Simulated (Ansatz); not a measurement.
## Harmonic thermodynamics of B₆As

These are results of DFT LDA, scalar-relativistic, plane waves, PAW in Ansatz 0.2.0, not measurements. Cutoff 420 eV, 6×6×6 k-points (Γ-centred), fixed occupations. No spin polarisation. Phonons by linear response, acoustic sum rule imposed.

Relaxed structure:
```xyz
14
Lattice="3.0388 1.7544 3.9163 -3.0388 1.7544 3.9163 0.0000 -3.5089 3.9163" Properties=species:S:1:pos:R:3 pbc="T T T"
B     0.0000   -1.0834    1.3925
B    -0.9383    0.5417    1.3925
B     1.6694   -0.9638    7.5047
B     0.0000    1.9277    7.5047
B    -1.6694   -0.9638    7.5047
B     1.6694    0.9638    4.2443
B    -1.6694    0.9638    4.2443
B     0.0000   -1.9277    4.2443
B     0.9383   -0.5417   10.3565
B     0.0000    1.0834   10.3565
B    -0.9383   -0.5417   10.3565
B     0.9383    0.5417    1.3925
As    0.0000    0.0000    7.0595
As    0.0000    0.0000    4.6894
```

Force constants from linear response on a 2×2×2 q mesh, interpolated to a fine mesh.

Phonon density of states, in bins of 20 cm⁻¹:
bin centre (cm⁻¹), share of modes (%) and a bar:
```
       10        0.0
       30        0.0
       50        0.0
       70        0.1
       90        0.2 #
      110        0.3 #
      130        1.2 #####
      150        1.4 ######
      170        0.6 ##
      190        1.1 #####
      210        1.0 ####
      230        4.0 #################
      250        1.7 #######
      270        1.2 #####
      290        2.1 #########
      310        1.9 ########
      330        0.9 ####
      350        1.1 ####
      370        2.4 ##########
      390        1.8 #######
      410        1.3 ######
      430        0.9 ####
      450        1.0 ####
      470        1.4 ######
      490        0.8 ###
      510        0.6 ##
      530        1.7 #######
      550        1.9 ########
      570        1.1 ####
      590        3.0 ############
      610        4.0 #################
      630        3.2 #############
      650        2.4 ##########
      670        2.0 ########
      690        4.6 ###################
      710        1.4 ######
      730        1.7 #######
      750        5.2 ######################
      770        1.9 ########
      790        2.7 ###########
      810        2.1 #########
      830        4.4 ##################
      850        1.3 #####
      870        1.1 #####
      890        1.7 #######
      910        3.0 #############
      930        1.7 #######
      950        0.0
      970        3.4 ##############
      990        7.2 ##############################
     1010        3.6 ###############
     1030        4.6 ###################
     1050        0.1
```

Task: What is the zero-point energy per atom?

Result: 122.2 meV.

Task: How large are the vibrational entropy and heat capacity at 300 K?

Result: S = 0.95 k_B and C_V = 1.46 k_B per atom, 49 % of the Dulong–Petit value.

Task: Tabulate them against temperature.

Result:
```
T (K) F_vib (meV/atom) S (k_B/atom) C_V (k_B/atom)
  100             121.9          0.12            0.28
  200             119.4          0.48            0.87
  300             113.3          0.95            1.46
  400             103.0          1.43            1.90
  500              88.6          1.89            2.20
  600              70.5          2.31            2.40
  700              48.9          2.70            2.54
  800              24.1          3.04            2.64
  900              -3.5          3.36            2.71
 1000             -33.6          3.64            2.76
```

Whether B6As exists in this form wasn't checked.

Cost: 1 run of about 99 core-minutes, on AMD EPYC (Zen 3) (shared hosts).